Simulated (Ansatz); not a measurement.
## Computed properties of CuO

CuO:
```xyz
8
Lattice="2.7608 0.0000 0.0000 0.0000 5.2604 0.0000 0.0000 0.0000 5.5284" Properties=species:S:1:pos:R:3 pbc="T T T"
Cu     0.0000     0.0000     4.8361
Cu     0.0000     0.0000     2.0719
Cu     1.3804     2.6302     0.6923
O      1.3804     0.0000     0.6900
O      0.0000     2.6302     4.8384
O      0.0000     2.6302     2.0742
Cu     1.3804     2.6302     3.4565
O      1.3804     0.0000     3.4542
```
The run is spin-polarised; directions of the spins, atom by atom: 0 0 0 0 0 0 0 0.

Space group I4/mmm (No. 139); conventional cell a = 2.763 Å, b = 2.763 Å, c = 5.260 Å, α = 90.00°, β = 90.00°, γ = 90.00°.

Method: PBEsol in the plane-wave PAW code Ansatz. Structure relaxed to zero pressure with the same functional. Other levels are named where they apply.

### Cell and energy

```json
{
 "volume_per_atom": "10.04 Å³",
 "density": "6.58 g/cm³",
 "Formation energy from the elements (no fitted shifts)": "-0.41 eV/atom"
}
```

### Electronic structure

```json
{
 "electronic_character": "metallic (no gap)",
 "Density of states at the Fermi level": "0.54 states/eV per atom (mean over ±0.08 eV)"
}
```

### Magnetism

```json
{
  "magnetic_order": "antiferromagnetic",
  "net_moment": "0.00 μB per atom"
}
```

The start of the workflow was typed in or built on a structure type; neither database checked (COD, Materials Project) lists it. It is not the phase usual at ambient conditions (space group No. 15). Symmetry was held in the PBEsol relaxation, as lowered by the spin order; whether a distortion lowers the energy is not shown. Magnetic state: antiferromagnetic, the only order run, not a proven ground state. No Hubbard U is applied. The compound may be a true metal, but semilocal functionals without U, or a wrong spin order, can also close a gap. Point labels and valley counts follow the cell and symmetry of the run, lower than the named group. The references are the lowest solids computed at this level, not always the standard phases (solids in place of the gases).

Potentials: the earlier of the program's two PAW sets. The files were generated under PBE; for other functionals the program regenerates the frozen cores, and for LDA and PBEsol the local potential too.
